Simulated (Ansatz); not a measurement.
# Structure relaxation, NbRu

The start is a generated cell, NbRu placed in the AFLOW prototype AB_hP8_186_ab_ab (B5, as in SiC). A full variable-cell relaxation at zero pressure is run with PBEsol (plane waves to 420 eV, PAW, scalar-relativistic; Ansatz, a program for electronic structure). The first steps use a coarse 11×11×3 k-mesh.

Input geometry:
```
NbRu
1.0
    3.56529     0.00000     0.00000
   -1.78265     3.08763     0.00000
    0.00000     0.00000    11.67185
Nb Ru
4 4
Cartesian
  0.00000   0.00000   0.00000
  0.00000   0.00000   5.83593
  1.78265   1.02921   8.75599
  0.00000   2.05842   2.92006
  0.00000   0.00000   9.47941
  0.00000   0.00000   3.64349
  1.78265   1.02921   6.57464
  0.00000   2.05842   0.73871
```

Q: How much energy is released per atom?

A: About 2.1 eV/atom.

Q: How does the volume change?

A: +17.4 %, from 16.06 to 18.86 Å³/atom.

Q: How do the shortest distances between atoms change?

A: The closest pairs of elements (up to four, under 3.6 Å), start → end: Nb–Ru 2.18 → 2.44 Å; Ru–Ru 3.56 → 2.98 Å; Nb–Nb 3.57 → 3.09 Å.

Q: Give the final cell and atomic positions.

A: 
Space group P6₃mc (No. 186); a = b = 4.2042 Å, c = 9.8554 Å, α = β = 90.00°, γ = 120.00°

```json
[
 {"atom": "Nb", "site": "2a", "symmetry": "3m.", "x": "0.0000", "y": "0.0000", "z": "0.4352"},
 {"atom": "Nb", "site": "2b", "symmetry": "3m.", "x": "0.3333", "y": "0.6667", "z": "0.2405"},
 {"atom": "Ru", "site": "2a", "symmetry": "3m.", "x": "0.0000", "y": "0.0000", "z": "0.1873"},
 {"atom": "Ru", "site": "2b", "symmetry": "3m.", "x": "0.6667", "y": "0.3333", "z": "0.0114"}
]
```

The space group stays P6₃mc (No. 186) (the run could not lower it), with 8 atoms in the primitive cell. Final values are on a 13×13×5 k-mesh of the relaxed cell. The start holds a very short contact (Nb–Ru 2.18 Å). No spin polarisation in the result.

The run could not lower the symmetry of its start; a shaken copy of this end point relaxes with PBEsol to P2/m (No. 10), 0.67 eV/atom lower.

The relaxed structure here is a generated cell of NbRu: the first start was made by placing the elements on the sites of a structure type, and the end was not matched to a known phase here, so it may be hypothetical.
